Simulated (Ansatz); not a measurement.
## CdF2

```
CELL_PARAMETERS angstrom
0.00000 2.74072 2.74072
2.74072 0.00000 2.74072
2.74072 2.74072 0.00000
ATOMIC_POSITIONS crystal
Cd 0.00000 0.00000 0.00000
F 0.25000 0.25000 0.25000
F 0.75000 0.75000 0.75000
```

Atom numbers follow the list: Cd1, F2, F3.

The structure comes from a relaxation in the same program, started in the fluorite type, and has space group Fm-3m. Whether it is a known phase or the ground state wasn't checked.

All numbers are computed: DFT, PBE, all-electron LAPW, scalar-relativistic (Ansatz 0.2.0); DFT, PBE, PAW with Ansatz's default frozen-core files, scalar-relativistic (Ansatz 0.2.0).

For LAPW: a Γ-centred 11×11×11 k mesh, Fermi–Dirac smearing of 0.05 eV, basis error target 1 meV/atom, no spin polarisation. PAW takes a cutoff of 420 eV at this cell. The Ansatz runs share mesh, smearing and spin set-up. Values come from LAPW unless marked.

* Band gap: 2.91 eV, indirect from W (0.5, 0.25, 0.75) to Γ
* Smallest direct gap on the path: 3.47 eV
* Löwdin charges (with 0.13 e of the cell spilling out of the atomic basis, so their sizes and signs hang on that basis): Cd1 1.55, F2 -0.71 e
* Bader charges (from the PAW run): Cd1 +1.48, F2 -0.74 e
* Volume per atom: 92.6 bohr³
* Pressure at this cell: -0.03 GPa
